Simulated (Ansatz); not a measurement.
## TiPd2: frozen-core PAW against all-electron methods

```yaml
crystal:
  lattice:
    - [-1.63740, 1.63740, 4.38823]
    - [1.63740, -1.63740, 4.38823]
    - [1.63740, 1.63740, -4.38823]
  atoms:
    - { symbol: Ti, position: [0.00000, 0.00000, 0.00000] }
    - { symbol: Pd, position: [0.65687, 0.65687, 0.00000] }
    - { symbol: Pd, position: [0.34314, 0.34314, 0.00000] }
```

Atom numbers follow the list: Ti1, Pd2, Pd3.

Structure from Materials Project entry mp-1018121 (possibly hypothetical), not relaxed further.

Spin polarisation is left out, and whether a magnetic state lies lower isn't shown here.

Methods: DFT, PBEsol, PAW with Ansatz's default frozen-core files, scalar-relativistic (Ansatz 0.2.0); DFT, PBEsol, all-electron LAPW, scalar-relativistic (Ansatz 0.2.0).

For PAW: a Γ-centred 17×17×17 k mesh, Fermi–Dirac smearing of 0.03 eV, cutoff 420 eV, no spin polarisation; the PAW files were made with PBE, and the program remakes their frozen cores for this functional. LAPW targets a basis error of 1 meV/atom. The Ansatz runs share mesh, smearing and spin set-up. Plane-wave (PAW) pressures include the program's estimate of the Pulay term.

Stress and pressure are positive in compression.

Levels count from the Fermi level.

PAW results:

```json
{"quantity": "pressure (GPa)", "PAW": "-8.38"}
{"quantity": "stress xx (GPa)", "PAW": "-8.10"}
{"quantity": "stress zz (GPa)", "PAW": "-8.94"}
{"quantity": "force on Pd2, z (eV/Å)", "PAW": "-0.086"}
{"quantity": "highest filled level at X (eV)", "PAW": "-0.930"}
{"quantity": "lowest empty level at X (eV)", "PAW": "0.454"}
{"quantity": "highest filled level at P (eV)", "PAW": "-0.564"}
{"quantity": "lowest empty level at P (eV)", "PAW": "1.604"}
{"quantity": "highest filled level at S0 (eV)", "PAW": "-0.702"}
{"quantity": "lowest empty level at S0 (eV)", "PAW": "0.074"}
```

What does all-electron LAPW give for the same quantities?


| quantity | LAPW |
| --- | --- |
| pressure (GPa) | -8.41 |
| stress xx (GPa) | -8.13 |
| stress zz (GPa) | -8.97 |
| force on Pd2, z (eV/Å) | -0.085 |
| highest filled level at X (eV) | -0.930 |
| lowest empty level at X (eV) | 0.454 |
| highest filled level at P (eV) | -0.564 |
| lowest empty level at P (eV) | 1.604 |
| highest filled level at S0 (eV) | -0.703 |
| lowest empty level at S0 (eV) | 0.074 |
